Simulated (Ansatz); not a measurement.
Si:
```cif
data_Si16
_chemical_formula_sum 'Si16'
_space_group_name_H-M_alt 'C2/m'
_space_group_IT_number 12
_space_group_name_Hall '-C 2y'
_cell_length_a 13.84299
_cell_length_b 3.84740
_cell_length_c 6.33796
_cell_angle_alpha 90.000
_cell_angle_beta 96.794
_cell_angle_gamma 90.000
loop_
_atom_site_label
_atom_site_type_symbol
_atom_site_symmetry_multiplicity
_atom_site_Wyckoff_symbol
_atom_site_fract_x
_atom_site_fract_y
_atom_site_fract_z
_atom_site_occupancy
Si1 Si 4 i 0.05562 0.00000 0.87420 1
Si2 Si 4 i 0.44099 0.00000 0.34652 1
Si3 Si 4 i 0.21281 0.00000 0.05738 1
Si4 Si 4 i 0.27293 0.00000 0.41447 1
```
(The calculation used a cell of 8 atoms; values per cell refer to that cell.)

Relaxed with r²SCAN.

Problem. Give the optical modes at the zone centre with their infrared activity from DFPT, r²SCAN (plane waves, PAW; program Ansatz).

Solution. Transverse frequencies, without the LO–TO term; a row sums one degenerate level.

```tsv
ω (cm⁻¹)	degeneracy	IR ((D/Å)²/amu)	activity	symmetry
100	1	0.01	IR-inactive	Au
118	1	0.05	IR	Bu
139	1	0.01	IR-inactive	Au
147	1	0.00	IR-inactive	Bg
191	1	0.10	IR	Bu
202	1	0.00	IR-inactive	Ag
304	1	0.00	IR-inactive	Ag
345	1	0.47	IR	Bu
348	1	0.00	IR-inactive	Ag
384	1	0.96	IR	Bu
411	1	0.49	IR	Bu
420	1	0.00	IR-inactive	Ag
443	1	0.00	IR-inactive	Au
468	1	0.00	IR-inactive	Ag
468	1	0.00	IR-inactive	Bg
488	1	0.00	IR-inactive	Ag
490	1	0.00	IR-inactive	Bg
500	1	0.07	IR	Bu
509	1	0.00	IR-inactive	Ag
523	1	0.00	IR-inactive	Bg
542	1	0.00	IR-inactive	Ag
```

Problem. How high does the top mode go among those that the LO–TO term moves?

Solution. 385 cm⁻¹ for q along z.

The workflow started from a Materials Project entry (that database holds measured and hypothetical structures alike); the Crystallography Open Database copy checked does not list it. It is not the phase usual at ambient conditions (space group No. 227). Symmetry was held in the r²SCAN relaxation; its stability against distortions is not shown here.

Potentials: the earlier of the program's two PAW sets. The files were generated under PBE; for other functionals the program regenerates the frozen cores, and for LDA and PBEsol the local potential too.
